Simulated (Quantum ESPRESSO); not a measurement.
## Band energies of Cs2ICl6F

```
Cs2ICl6F
1.0
    0.00000     5.33579     5.33579
    5.33579     0.00000     5.33579
    5.33579     5.33579     0.00000
F Cl I Cs
1 6 1 2
Direct
  0.50000   0.50000   0.50000
  0.24025   0.75975   0.75975
  0.75975   0.24025   0.24025
  0.75975   0.24025   0.75975
  0.24025   0.75975   0.24025
  0.75975   0.75975   0.24025
  0.24025   0.24025   0.75975
  0.00000   0.00000   0.00000
  0.25000   0.25000   0.25000
  0.75000   0.75000   0.75000
```

PBEsol (pw.x of Quantum ESPRESSO, ONCV potentials, no spin-orbit coupling); path ΓXWKΓLUWLK,UX; energies in eV from the valence-band maximum.

```csv
k (1/Å),point,band 33,band 34,band 35,band 36,band 37,band 38,band 39,band 40
0.00,Γ,-1.50,-1.50,-1.07,-1.07,-1.07,1.74,1.74,1.74
0.20,,-1.65,-1.50,-0.99,-0.99,-0.46,1.53,1.76,1.76
0.39,,-1.54,-1.51,-0.90,-0.90,-0.32,1.58,1.79,1.79
0.59,X,-1.51,-1.27,-0.87,-0.87,-0.76,1.81,1.81,1.87
0.59,W,-1.72,-1.45,-0.80,-0.80,-0.21,1.45,1.84,1.84
0.80,K,-1.60,-1.52,-0.78,-0.59,-0.44,1.58,1.73,1.85
1.01,,-1.70,-1.66,-0.85,-0.36,-0.10,1.28,1.61,1.81
1.21,,-1.61,-1.54,-0.98,-0.68,-0.59,1.55,1.68,1.76
1.42,Γ,-1.50,-1.50,-1.07,-1.07,-1.07,1.74,1.74,1.74
1.59,,-1.58,-1.53,-0.84,-0.84,-0.78,1.62,1.71,1.71
1.76,,-1.67,-1.62,-0.51,-0.51,-0.28,1.33,1.65,1.65
1.93,L,-1.71,-1.68,-0.36,-0.36,0.00,1.11,1.61,1.61
2.11,,-1.74,-1.66,-0.58,-0.43,-0.15,1.32,1.65,1.72
2.29,U,-1.60,-1.52,-0.78,-0.59,-0.44,1.58,1.73,1.85
2.29,W,-1.72,-1.45,-0.80,-0.80,-0.21,1.45,1.84,1.84
2.43,,-1.71,-1.59,-0.71,-0.62,-0.19,1.41,1.76,1.79
2.57,,-1.70,-1.69,-0.50,-0.41,-0.09,1.25,1.64,1.67
2.71,L,-1.71,-1.68,-0.36,-0.36,0.00,1.11,1.61,1.61
2.83,,-1.72,-1.68,-0.47,-0.39,-0.07,1.22,1.63,1.66
2.95,,-1.67,-1.65,-0.68,-0.47,-0.24,1.42,1.67,1.78
3.07,K,-1.60,-1.52,-0.78,-0.59,-0.44,1.58,1.73,1.85
3.07,U,-1.60,-1.52,-0.78,-0.59,-0.44,1.58,1.73,1.85
3.28,X,-1.51,-1.27,-0.87,-0.87,-0.76,1.81,1.81,1.87
```

The PBEsol gap is direct, 1.11 eV at L.

Without spin-orbit coupling, band edges of such heavy elements can be off by tenths of an eV.

Geometry of the Materials Project entry, not relaxed at this level.

The structure is a Materials Project entry; no match was found in the copy of COD used, and its stability was not checked.
